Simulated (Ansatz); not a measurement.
# WS₂: calculated against measured nuclear parameters

Cell of run 1: a structure deposited in the COD (the entry's cell lengths or inner coordinates differ somewhat from later room-temperature determinations), atoms as given.

Space group P6_3/mmc (No. 194); a = 3.1800, c = 12.5000 Å, γ = 120.00°.

| site | Wyckoff | site symmetry | x | y | z |
| --- | --- | --- | --- | --- | --- |
| W | 2c | -6m2 | 0.3333 | 0.6667 | 0.2500 |
| S | 4f | 3m. | 0.3333 | 0.6667 | 0.6250 |

One atom of each set is listed.

All runs are DFT with Ansatz 0.2.0 (plane waves and PAW, scalar-relativistic unless spin–orbit coupling is named, Γ-centred meshes, Fermi–Dirac smearing) in this cell. Start moments of run 1 (μB): 2 on each W, none on the rest.

Run 1: PBE, parallel start moments, atoms as given; 420 eV, 11×11×3 k-points, smearing 0.02 eV.
Run 2: PBE, parallel start moments, atoms relaxed; 420 eV, 11×11×3 k-points, smearing 0.02 eV.
Run 3: r2SCAN, parallel start moments, at the relaxed atoms; 500 eV, 11×11×3 k-points, smearing 0.02 eV.
Run 4: LDA, parallel start moments, at the relaxed atoms; 420 eV, 11×11×3 k-points, smearing 0.02 eV.

Relaxed positions (PBE, cell held):

W (0.3333, 0.6667, 0.2500)
S (0.3333, 0.6667, 0.6245)

The measured V_zz are derived from measured couplings with the nuclear moments that the source uses.

Question: Give |V_zz| at S for each run, and set them against experiment.

Answer: 

```
   quantity       unit  measured  run 1  run 2  run 3  run 4
|V_zz| at S  10²¹ V/m²      4.82   4.71   4.57   4.63   4.62
```

The runs' values of the |V_zz| at S lie within 3 % of one another and miss by -2 % to -5 %.

**Where the measured values come from.**

“Density functional theory-based electric field gradient database”, 2020, arXiv:2005.09255 quotes: |V_zz| at S 4.82 × 10²¹ V/m².

The runs hold the atoms at rest, while the measurements include thermal motion.

Without spin–orbit coupling the gradients at and beside W can be off by some per cent, at some sites by more. In run 3 the program didn't check the stability of the electronic state in full, so a lower one may lie near. In runs 1, 2, 3, 4 the start moments die out. In run 4 the atoms aren't at the calculated equilibrium (largest force 0.48 eV/Å). The cell isn't the equilibrium one in run 4 (calculated pressure -6 GPa), and the entry's cell may itself be off.
